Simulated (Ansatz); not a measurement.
The guess for ScFeC4N4 was made by a generator: two interpenetrating cyanide-bridged diamond nets (P-43m, No. 215). Its size is a rough estimate.

```xyz
10
Lattice="6.0298 0.0000 0.0000 0.0000 6.0298 0.0000 0.0000 0.0000 6.0298" Properties=species:S:1:pos:R:3 pbc="T T T"
Sc    0.0000    0.0000    0.0000
Fe    3.0149    3.0149    3.0149
C     1.1674    1.1674    1.1674
C     1.1674    4.8624    4.8624
C     4.8624    1.1674    4.8624
C     4.8624    4.8624    1.1674
N     1.8429    1.8429    1.8429
N     1.8429    4.1869    4.1869
N     4.1869    1.8429    4.1869
N     4.1869    4.1869    1.8429
```

Level of theory: DFT PBE, scalar-relativistic, plane waves, PAW in Ansatz. Cutoff 420 eV, Gaussian smearing, Γ-centred meshes. Cell and atoms relax first on a coarse mesh and then on a converged one. In between, the cell is made exact in the group found at 0.06 Å. The steps can't lower the symmetry of their start. Collinear spin, starting moments Fe 4.0 μB.

A guess keeps its type if space group and coordination stay and the shape of the cell changes little (axis ratios within about 15 %, angles within 6°); the volume may change.

Question: Does this structure survive the relaxation?

Answer: It keeps its type. The symmetry stays P-43m (No. 215). The volume per atom grows by 5.9 %, from 21.9 to 23.2 Å³. The shortest distance stays 1.17 Å (C–N). Counting neighbours within 15 % of an atom's shortest distance, the start has C 1, Fe 4, N 1, Sc 4 and the end C 1, Fe 4, N 1, Sc 4.

The last run used collinear spin, a 6×6×6 mesh for its 10-atom cell and Gaussian smearing of 0.01 eV. The magnetic state reached may not be the lowest. Symmetry constrained the relaxation, so the result can be a saddle point.
